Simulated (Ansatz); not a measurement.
# Al$_{2}$Cu (I4/mcm), clamped-ion strain scan

Theory: DFT r2SCAN, scalar-relativistic, plane waves, PAW in Ansatz. The runs took a 500 eV cutoff, a Γ-centred 12×12×12 mesh and Gaussian smearing (0.15 eV). No spin polarisation. Energies are free energies at this smearing, counted from the undisturbed cell; pressure is positive in compression.

The undisturbed cell (relaxed at this level; it needn't be the usual structure):

```
CELL_PARAMETERS angstrom
-2.99595 2.99595 2.40622
2.99595 -2.99595 2.40622
2.99595 2.99595 -2.40622
ATOMIC_POSITIONS crystal
Al 0.15943 0.65943 0.81886
Al 0.65943 0.84057 0.50000
Al 0.84057 0.34057 0.18114
Al 0.34057 0.15943 0.50000
Cu 0.75000 0.75000 0.00000
Cu 0.25000 0.25000 0.00000
```

The cell is strained by ε times the Voigt pattern (0, 1, 0, 0, 0, 0) (xx, yy, zz, yz, xz, xy; engineering shear) with fractional coordinates fixed. The cell is metallic on the mesh throughout.

| ε | ΔE (meV/atom) |
| --- | --- |
| -0.0400 | 16.7 |
| -0.0200 | 4.3 |
| 0.0000 | 0.0 |
| 0.0100 | 0.6 |
| 0.0300 | 7.1 |

Problem. Predict the pressure (GPa) at each point.

Solution.
```
      ε  pressure (GPa)
-0.0400             5.3
-0.0200             2.5
 0.0000             0.0
 0.0100            -1.1
 0.0300            -3.1
```

Cost: 5 runs of about 14 core-minutes in all, on Intel Xeon Processor @ 2.50GHz (Skylake/Cascade Lake) (shared hosts).